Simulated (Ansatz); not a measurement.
A trial structure of SbS2 was built thus: 4-connected net, bridging atoms on its edges, bridges bent (Im-3m, No. 229). Lengths were set from tabulated atomic sizes, so they are only a guess.

Space group Im-3m (No. 229). a = 12.057 Å, b = 12.057 Å, c = 12.057 Å, α = 90.00°, β = 90.00°, γ = 90.00°
| atom | site | symmetry | x | y | z |
| --- | --- | --- | --- | --- | --- |
| Sb | 12d | -4m.2 | 0.0000 | 0.5000 | 0.2500 |
| S | 24h | m.m2 | 0.1045 | 0.5000 | 0.1045 |

The calculation used DFT PBE, scalar-relativistic, plane waves, PAW (Ansatz 0.2.0). Cutoff 420 eV, Gaussian smearing, Γ-centred meshes. Cell and atoms relax first on a coarse mesh and then on a finer one. In between, the cell is made exact in the group found at 0.06 Å. In metals the finer mesh still leaves noise of several meV/atom or more. The steps can't lower the symmetry of their start. No spin polarisation.

A guess keeps its type if space group and coordination stay and the shape of the cell changes little (axis ratios within about 15 %, angles within 6°); the volume may change.

Problem. Does this structure survive the relaxation?

Solution. It keeps its type. The symmetry stays Im-3m (No. 229). The volume per atom grows by 60.0 %, from 48.7 to 77.9 Å³. The shortest distance goes from 2.16 Å (Sb–S) to 2.51 Å (Sb–S). Counting neighbours within 15 % of an atom's shortest distance, the start has S 2, Sb 4 and the end S 2, Sb 4.

Formation energies are uncorrected and refer to the elements' standard structures at the same level.

Problem. At what energy does it end?

Solution. +0.37 eV/atom. A positive value: parting into the elements would lower its energy.

The last run used a 4×4×4 mesh for its 18-atom cell and Gaussian smearing of 0.10 eV. Spin–orbit coupling, which can matter for Sb, is left out. The reference form of S is held partly by dispersion forces, which this level lacks. A structure relaxed within its symmetry needn't be a true minimum.
